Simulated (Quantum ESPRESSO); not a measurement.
## Quadrupole interaction in CdIn$_{2}$O$_{4}$

```
CdIn2O4
1.0
    0.00000     4.61102     4.61102
    4.61102     0.00000     4.61102
    4.61102     4.61102     0.00000
Cd In O
2 4 8
Direct
  0.25000   0.25000   0.25000
  0.00000   0.00000   0.00000
  0.12500   0.62500   0.62500
  0.62500   0.62500   0.12500
  0.62500   0.12500   0.62500
  0.62500   0.62500   0.62500
  0.86175   0.86175   0.86175
  0.83525   0.38825   0.38825
  0.86175   0.86175   0.41475
  0.38825   0.83525   0.38825
  0.41475   0.86175   0.86175
  0.38825   0.38825   0.38825
  0.86175   0.41475   0.86175
  0.38825   0.38825   0.83525
```
The geometry is a computed Materials Project entry, not a measured one. It is CdIn2O4 in Fd-3m; whether this form has been observed was not checked. Stability against distortions was not tested. Forces on the atoms reach 0.10 eV/Å at this level.

Computed: field gradients by PBE PAW (JTH datasets; density from pw.x of a modified build of Quantum ESPRESSO, gradients reconstructed from it by a script), 22.5 Ha, k-mesh 4×4×4 through Γ.

```csv
site,site symmetry,Vzz (10²¹ V/m²),η_Q,∣C_Q∣ (MHz)
"Cd (atoms 1, 2)",-43m,0,–,–
"In (atoms 3, 4, 5, 6)",-3m,-5.21,0.00,97.0 (¹¹⁵In)
"O (atoms 7, 8, 9, 10, 11, 12, …)",3m,1.74,0.00,1.08 (¹⁷O)
```

Quadrupole moments taken as inputs (sizes, barn, from the tables of PySCF and pymatgen): ¹¹⁵In 0.77, ¹⁷O 0.0256.

Convention: |Vzz| is the largest principal value, η_Q = (Vxx − Vyy)/Vzz, |C_Q| = |eQVzz/h|. Cores are frozen. Against all-electron runs on small test molecules, this scheme's |Vzz| missed by −17 % on In, −2 to +6 % on O. Spin–orbit coupling is left out, a limit on In.
